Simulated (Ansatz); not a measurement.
Data:

AlNi:
```cif
data_Al4Ni4
_chemical_formula_sum 'Al4 Ni4'
_space_group_name_H-M_alt 'Cmcm'
_space_group_IT_number 63
_space_group_name_Hall '-C 2c 2'
_cell_length_a 2.64004
_cell_length_b 9.29748
_cell_length_c 3.97217
_cell_angle_alpha 90.000
_cell_angle_beta 90.000
_cell_angle_gamma 90.000
loop_
_atom_site_label
_atom_site_type_symbol
_atom_site_symmetry_multiplicity
_atom_site_Wyckoff_symbol
_atom_site_fract_x
_atom_site_fract_y
_atom_site_fract_z
_atom_site_occupancy
Al1 Al 4 c 0.00000 0.34399 0.25000 1
Ni1 Ni 4 c 0.00000 0.07811 0.25000 1
```
(The calculation used a cell of 4 atoms; values per cell refer to that cell.)

This is the r²SCAN-relaxed structure.

Problem. All from plane-wave PAW r²SCAN (Ansatz code), unless another level is named. Predict the density of states at the Fermi level.

Solution. 0.42 states/eV per atom (mean over ±0.08 eV).

Problem. Predict the formation energy from the elements (no fitted shifts).

Solution. -0.49 eV/atom.

The start of the workflow was typed in or built on a structure type; neither database checked (COD, Materials Project) lists it. It is not the phase usual at ambient conditions (space group No. 221). The r²SCAN relaxation kept the symmetry of its start; whether a distortion lowers the energy is not shown. The workflow began spin-polarised and lost its moments. The references are the lowest solids computed at this level, not always the standard phases.

Potentials: the later of the program's two PAW sets.
